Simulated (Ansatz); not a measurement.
The relaxed structure here is a generated cell of ZrSe2: the first start was made by placing the elements on the sites of a structure type, and the end was not matched to a known phase here, so it may be hypothetical. Known forms of ZrSe2 include space group No. 164.

The end point of a relaxation of ZrSe₂. These are PBEsol (plane waves to 420 eV, PAW, scalar-relativistic; Ansatz, an electronic-structure program) values and carry that method's errors.

```
CELL_PARAMETERS angstrom
     -2.64533     2.64533     5.44966
      2.64533    -2.64533     5.44966
      2.64533     2.64533    -5.44966
ATOMIC_POSITIONS crystal
  Zr 0.50000 0.50000 0.00000
  Zr 0.25000 0.75000 0.50000
  Se 0.25661 0.25661 0.00000
  Se 0.00661 0.50661 0.50000
  Se 0.49339 0.99339 0.50000
  Se 0.74339 0.74339 0.00000
```

Q: Determine the symmetry and give the standard cell with its independent sites.

A: Space group I4₁/amd, origin choice 1 (No. 141); a = b = 5.291 Å, c = 10.899 Å, α = β = γ = 90.00°

```csv
atom,site,symmetry,x,y,z
Zr,4b,-4m2,0.0000,0.0000,0.5000
Se,8e,2mm.,0.0000,0.0000,0.2566
```

This is the anatase type.

Q: Give the shortest distances between elements (the closest pairs, up to four, under 3.6 Å).

A: Se–Zr 2.65 Å.

| Quantity | Result |
|---|---|
| Volume per atom | 25.42 Å³ |
| Density | 5.42 g/cm³ |
| Band gap | zero (metallic) |

No spin polarisation in the result.

The run could not lose the symmetry of its start: the end is stationary, and may be a saddle point rather than a minimum.
